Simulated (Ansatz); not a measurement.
AlGaAs₂:
```yaml
crystal:
  lattice:
    - [4.01422, 0.00000, 0.00000]
    - [0.00000, 4.01422, 0.00000]
    - [0.00000, 0.00000, 5.66620]
  atoms:
    - { symbol: Ga, position: [0.00000, 0.00000, 0.00000] }
    - { symbol: As, position: [0.50000, 0.00000, 0.25065] }
    - { symbol: Al, position: [0.50000, 0.50000, 0.50000] }
    - { symbol: As, position: [0.00000, 0.50000, 0.74935] }
```

Relaxed with r²SCAN.

### Question
Map the valence electron density (e/Å³), cut off at 0.8 on the plane through (0.000, 0.000, 0.000) spanned by u = [1, 1, 0] and v = [1, -1, 1] in lattice vectors, from plane-wave PAW r²SCAN (Ansatz code).

### Answer
x is the fraction of u, y of v (the angle between them is 90°; rows are the nearest grid lines); atoms in the plane: Ga at (0.00, 0.00), As at (0.25, 0.25), Al at (0.00, 0.50), As at (0.25, 0.75).
```
y \ x   0.000  0.107  0.179  0.286  0.357  0.464  0.536  0.643  0.714  0.821  0.893   1.00
------  -----  -----  -----  -----  -----  -----  -----  -----  -----  -----  -----  -----
1.00    0.800  0.800  0.300  0.079  0.038  0.018  0.018  0.038  0.079  0.300  0.800  0.800
0.925   0.800  0.611  0.337  0.168  0.095  0.037  0.025  0.033  0.057  0.172  0.496  0.800
0.850   0.243  0.511  0.756  0.800  0.416  0.126  0.055  0.026  0.028  0.054  0.100  0.243
0.775   0.167  0.800  0.800  0.800  0.800  0.262  0.096  0.026  0.017  0.021  0.041  0.167
0.700   0.179  0.706  0.800  0.800  0.800  0.222  0.085  0.027  0.020  0.026  0.048  0.179
0.625   0.216  0.457  0.561  0.441  0.256  0.085  0.042  0.029  0.038  0.068  0.100  0.216
0.550   0.072  0.212  0.235  0.118  0.063  0.027  0.022  0.038  0.069  0.147  0.129  0.072
0.450   0.072  0.212  0.235  0.118  0.063  0.027  0.022  0.038  0.069  0.147  0.129  0.072
0.375   0.216  0.457  0.561  0.441  0.256  0.085  0.042  0.029  0.038  0.068  0.100  0.216
0.300   0.179  0.706  0.800  0.800  0.800  0.222  0.085  0.027  0.020  0.026  0.048  0.179
0.225   0.167  0.800  0.800  0.800  0.800  0.262  0.096  0.026  0.017  0.021  0.041  0.167
0.150   0.243  0.511  0.756  0.800  0.416  0.126  0.055  0.026  0.028  0.054  0.100  0.243
0.0750  0.800  0.611  0.337  0.168  0.095  0.037  0.025  0.033  0.057  0.172  0.496  0.800
0.000   0.800  0.800  0.300  0.079  0.038  0.018  0.018  0.038  0.079  0.300  0.800  0.800
```

The density is the valence pseudo-density with augmentation charge, so density and ELF within about 1 Å of a nucleus are not all-electron values.

Space group P-4m2. The start of the workflow was typed in or built on a structure type; neither database checked (COD, Materials Project) lists it. Whether it is the stable phase at ambient conditions was not checked. The r²SCAN relaxation kept the symmetry of its start; whether a distortion lowers the energy is not shown.

Potentials: the later of the program's two PAW sets.
